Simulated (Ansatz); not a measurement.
**Data sheet: GaAs (DFT)**

GaAs:
```
CELL_PARAMETERS angstrom
      3.94801     0.00000     0.00000
     -1.97401     3.41908     0.00000
      0.00000     0.00000     6.51038
ATOMIC_POSITIONS crystal
  Ga 0.33333 0.66667 0.00006
  Ga 0.66667 0.33333 0.50006
  As 0.33333 0.66667 0.37394
  As 0.66667 0.33333 0.87394
```

Space group P6_3mc (No. 186), wurtzite; conventional cell a = 3.948 Å, b = 3.948 Å, c = 6.510 Å, α = 90.00°, β = 90.00°, γ = 120.00°.

Method: DFT-LDA in the program Ansatz with PAW potentials. Structure relaxed to zero pressure with the same functional. Other levels are named where they apply.

### Cell and energy

* **Volume per atom**: 21.97 Å³
* **Density**: 5.47 g/cm³
* **Formation energy from the elements (no fitted shifts)**: -0.31 eV/atom

### Electronic structure

* **Band gap**: 0.50 eV (direct)
* **Valence-band maximum**: at Γ
* **Conduction-band minimum**: at Γ
* **Electron effective mass**: 0.032 mₑ (isotropic)
* **Hole effective mass, band 1 of 2 at the edge**: 0.84 along x, 0.79 along z (mₑ)
* **Hole effective mass, band 2 of 2 at the edge**: 0.031 along x, 0.79 along z (mₑ)

### Mechanics

- Bulk modulus (Birch–Murnaghan fit): 738 kbar
- Pressure derivative B′: 4.7
- Elastic constants (relaxed ions, GPa): C11 = 141, C12 = 48.2, C13 = 31.2, C33 = 165, C44 = 36.6
- Mechanical stability: stable (all eigenvalues of C positive)
- Hill bulk and shear moduli: 74.2 and 45.3 GPa
- Young's modulus: 113 GPa
- Poisson's ratio: 0.25
- Debye temperature from the elastic constants: 340 K
- Piezoelectric stress constants (proper, relaxed ions, C/m²): e15 = e24 = 0.07, e31 = e32 = 0.06, e33 = -0.29

### Phonons

- Highest zone-centre frequency (without LO–TO term) = 270 cm⁻¹
- Zone-centre stability = no imaginary mode at Γ
- Dynamical stability on the path = stable (no imaginary branch)
- Zero-point energy = 33.6 meV/atom
- Vibrational entropy at 300 K = 32.8 J/(K·mol of atoms)

The workflow started from a Materials Project entry (that database holds measured and hypothetical structures alike); the Crystallography Open Database copy checked does not list it. It is not the phase usual at ambient conditions (space group No. 216). The LDA relaxation kept the symmetry of its start. Signs of piezoelectric constants follow the polarity of the cell as given. The references are the lowest solids computed at this level, not always the standard phases. Scalar-relativistic: spin–orbit coupling is off unless named, which matters more the heavier the elements.

Potentials: the later of the program's two PAW sets.
